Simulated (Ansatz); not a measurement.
BeTe:
```cif
data_Be4Te4
_chemical_formula_sum 'Te4 Be4'
_space_group_name_H-M_alt 'F-43m'
_space_group_IT_number 216
_space_group_name_Hall 'F -4 2 3'
_cell_length_a 5.65712
_cell_length_b 5.65712
_cell_length_c 5.65712
_cell_angle_alpha 90.000
_cell_angle_beta 90.000
_cell_angle_gamma 90.000
loop_
_atom_site_label
_atom_site_type_symbol
_atom_site_symmetry_multiplicity
_atom_site_Wyckoff_symbol
_atom_site_fract_x
_atom_site_fract_y
_atom_site_fract_z
_atom_site_occupancy
Te1 Te 4 c 0.25000 0.25000 0.25000 1
Be1 Be 4 a 0.00000 0.00000 0.00000 1
```
(The calculation used a cell of 2 atoms; values per cell refer to that cell.)

Relaxed with r²SCAN.

Question: Give the optical modes at the zone centre with their infrared and Raman activity from DFPT, the program Ansatz at the r²SCAN level (PAW).

Answer: Transverse frequencies, without the LO–TO term; a row sums one degenerate level.

```csv
ω (cm⁻¹),degeneracy,IR ((D/Å)²/amu),Raman (Å⁴/amu),activity,symmetry
455,3,17.13,270,IR+Raman,T2
```

Question: How high does the top mode go among those that the LO–TO term moves?

Answer: 497 cm⁻¹ for q along x.

The r²SCAN relaxation kept the symmetry of its start; of distortions, only those at the zone centre were tested. Scalar-relativistic: spin–orbit coupling is off unless named, which matters more the heavier the elements.

Potentials: the later of the program's two PAW sets.
